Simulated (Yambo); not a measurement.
How GW settings move the gap: MgS

G0W0@LDA for MgS (zinc blende, space group F-43m, No. 216) in Yambo. Reference settings: 4×4×4 Γ-centred k mesh, bands 5 to 100 and a 10 Ry block in the screening, 100 bands in G with the Bruneval-Gonze terminator, plasmon pole fitted at 27.2 eV. The LDA gap Γ → Γ on this mesh is 3.35 eV; G0W0 gaps are taken between the same points.

```tsv
change from the reference	G0W0 gap Γ → Γ (eV)	shift of the valence edge (eV)	rough Yambo cost
reference settings	5.35	-1.32	1
19 bands in W, 19 bands in G	5.23	-0.79	about 1/3
34 bands in W, 34 bands in G	5.26	-1.08	about 1/2
wavefunctions cut at 20 Ry	5.40	-1.30	within a factor of two
exchange cut at 40 Ry	5.36	-1.32	–
19 bands in W, 19 bands in G, 4 Ry block	5.20	-0.74	about 1/5
19 bands in W, 19 bands in G, 2 Ry block	5.07	-0.65	about 1/5
19 bands in W, 19 bands in G, 6 Ry block	5.21	-0.76	about 1/5
34 bands in W, 34 bands in G, 8 Ry block	5.26	-1.06	about 1/2
54 bands in W, 54 bands in G, 6 Ry block	5.25	-1.12	within a factor of two
54 bands in W, 54 bands in G, 8 Ry block	5.29	-1.18	within a factor of two
4 Ry block	5.22	-1.11	within a factor of two
19 bands in W, 19 bands in G, 4 Ry block, no terminator	5.13	-0.47	about 1/5
34 bands in W, 34 bands in G, 4 Ry block, no terminator	5.16	-0.82	about 1/3
77 bands in W, 77 bands in G, no terminator	5.28	-1.18	within a factor of two
```

The reference isn't shown to be the converged limit. Costs are rough (shared machines), scaled to the same edge states, and given only for runs that recompute the screening.

Geometry relaxed with LDA; primitive cell a = b = c = 3.957 Å, α = β = γ = 60.00°.

This is not the ordinary phase of the substance; no match was found in the copy of COD used, and its stability was not checked.

A shift is the quasiparticle energy of the state minus its LDA energy.
